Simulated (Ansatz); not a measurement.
Y:
Space group P6₃/mmc (No. 194); a = 3.5392 Å, b = 3.5392 Å, c = 11.3781 Å, α = 90.00°, β = 90.00°, γ = 120.00°

```json
[
 {"atom": "Y", "site": "2a", "symmetry": "-3m.", "x": "0.0000", "y": "0.0000", "z": "0.0000"},
 {"atom": "Y", "site": "2c", "symmetry": "-6m2", "x": "0.3333", "y": "0.6667", "z": "0.2500"}
]
```

Relaxed with PBEsol.

### Question
Which orbitals make up the states near the Fermi level in PBEsol (plane waves, PAW; program Ansatz)?

### Answer
Within 0.5 eV of the Fermi level: Y 4d 88 %, outside the projected shells 5 %. Projections are on Löwdin-orthogonalised atomic valence shells; empty p or d shells of many metals are not among them.

### Question
Tabulate the density of states.

### Answer
States/eV per cell of 4 atoms, in 0.25 eV bins, energy from the Fermi level.

```
E (eV)  total  Y 4d  Y 5s  Y 4p
------  -----  ----  ----  ----
-4.95    0.00  0.00  0.00  0.00
-4.70    0.11  0.00  0.10  0.00
-4.45    0.28  0.00  0.26  0.00
-4.20    0.40  0.00  0.37  0.01
-3.95    0.51  0.01  0.47  0.01
-3.70    0.62  0.03  0.56  0.02
-3.45    0.75  0.05  0.65  0.02
-3.20    0.88  0.09  0.74  0.03
-2.95    1.04  0.15  0.83  0.03
-2.70    1.25  0.26  0.93  0.04
-2.45    1.54  0.44  1.02  0.04
-2.20    2.04  0.81  1.13  0.05
-1.95    3.39  1.98  1.28  0.06
-1.70    3.77  2.55  1.10  0.06
-1.45    4.29  3.25  0.90  0.07
-1.20    4.23  3.44  0.65  0.07
-0.95    4.24  3.69  0.42  0.07
-0.70    4.37  4.05  0.19  0.06
-0.45    6.71  6.31  0.16  0.11
-0.20    5.67  5.25  0.13  0.09
0.05     6.14  5.45  0.28  0.10
0.30     6.75  5.52  0.55  0.11
0.55     4.57  3.91  0.24  0.06
0.80     7.05  6.27  0.32  0.07
1.05     7.84  6.88  0.43  0.07
1.30     5.34  4.53  0.31  0.04
1.55     5.49  4.51  0.45  0.03
1.80     5.18  4.56  0.27  0.02
```

Space group P6_3/mmc (dhcp (α-La type)). The workflow started from a Materials Project entry (that database holds measured and hypothetical structures alike). Its sites differ from those of the usual phase in this space group: another stacking or structure type. Symmetry was held in the PBEsol relaxation; of distortions, only those at the zone centre were tested. The workflow began spin-polarised and lost its moments. Axis ratios of metals converge slowly with the k-mesh, so a and c are less sure than the volume. Spin–orbit coupling is left out wherever it is not named.

Potentials: the later of the program's two PAW sets.
